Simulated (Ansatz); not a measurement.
A geometry of SiNi away from equilibrium: step 7 of the relaxation of a relaxed SiNi cell displaced along its unstable phonon at q = (½, ½, 0) of its primitive reciprocal cell (120i cm⁻¹), largest move 0.15 Å. These are PBEsol (plane waves to 420 eV, PAW, scalar-relativistic; Ansatz, an electronic-structure program) values and carry that method's errors. Γ-centred k-mesh 9×9×7 on the run's cell (coarser than for final values), Fermi–Dirac smearing 0.05 eV. The plane waves were selected for a different cell earlier on the path.

```yaml
crystal:
  lattice:
    - [7.39396, 0.00000, 0.00000]
    - [3.69698, 3.37054, 0.00000]
    - [0.00000, 0.00000, 4.56976]
  atoms:
    - { symbol: Si, position: [0.75000, 0.50000, 0.82615] }
    - { symbol: Si, position: [0.25000, 0.50000, 0.17385] }
    - { symbol: Si, position: [0.25000, 0.00000, 0.50000] }
    - { symbol: Si, position: [0.75000, 0.00000, 0.50000] }
    - { symbol: Ni, position: [0.92876, 0.14248, 0.25108] }
    - { symbol: Ni, position: [0.57124, 0.85752, 0.25108] }
    - { symbol: Ni, position: [0.07124, 0.85752, 0.74892] }
    - { symbol: Ni, position: [0.42876, 0.14248, 0.74892] }
```

Problem. Give the Cartesian forces on all atoms (eV/Å).

Solution. 
| atom | Fx | Fy | Fz |
|---|---|---|---|
| Si1 | 0.00 | 0.00 | -0.31 |
| Si2 | 0.00 | 0.00 | 0.31 |
| Si3 | 0.00 | 0.00 | 0.00 |
| Si4 | 0.00 | 0.00 | 0.00 |
| Ni5 | 0.00 | 0.11 | 0.02 |
| Ni6 | 0.00 | -0.11 | 0.02 |
| Ni7 | 0.00 | -0.11 | -0.02 |
| Ni8 | 0.00 | 0.11 | -0.02 |

The path ends in Cmme (No. 67). No spin polarisation in the result. A magnetic state may lie lower.

The run could not lose the symmetry of its start: the end is stationary, and may be a saddle point rather than a minimum.

The end of the path is a generated cell of SiNi: the first start was made by placing the elements on the sites of a structure type, and the end was not matched to a known phase here, so it may be hypothetical. Known forms of SiNi include space group No. 62.
